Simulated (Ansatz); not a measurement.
Relaxing lithium (simple cubic)

All numbers below come from Ansatz, DFT, LDA (PW92), plane waves (420 eV) with PAW, scalar-relativistic. (PAW data from PBE, frozen cores regenerated.)

k-point mesh 11×11×11, Fermi-Dirac smearing 0.1 eV, no spin polarisation. Cell and atoms relax.

Starting structure:

```yaml
crystal:
  lattice:
    - [2.8577117226, 0.0, 0.0]
    - [0.0, 2.8577117226, 0.0]
    - [0.0, 0.0, 2.8577117226]
  atoms:
    - { symbol: Li, position: [0.0, 0.0, 0.0] }
hamiltonian:
  xc: lda
  pseudopotentials:
    kind: paw
    azcp:
      Li: "pseudopotentials/Li.paw.azcp"
basis:
  ecutwfc: 420
  fft_grid_basis: typed
kpoints:
  mp_grid: { grid: [11, 11, 11], shift: [0, 0, 0] }
magnetization:
  spin_polarized: false
scf:
  occupations: { method: fermi_dirac, width: 0.1 }
relax:
  max_steps: 60
  f_tol: 0.01
  cell: {}
output:
  write_density: true
  write_potential: true
  elf: true
  volumetric_format: npy
```

What cell does the relaxation end in?

Pm-3m with a = 2.671 Å; 19.05 Å³ per atom against 23.34 at the start (-18.4 %).

How much energy does the relaxation gain?

30.7 meV per atom.
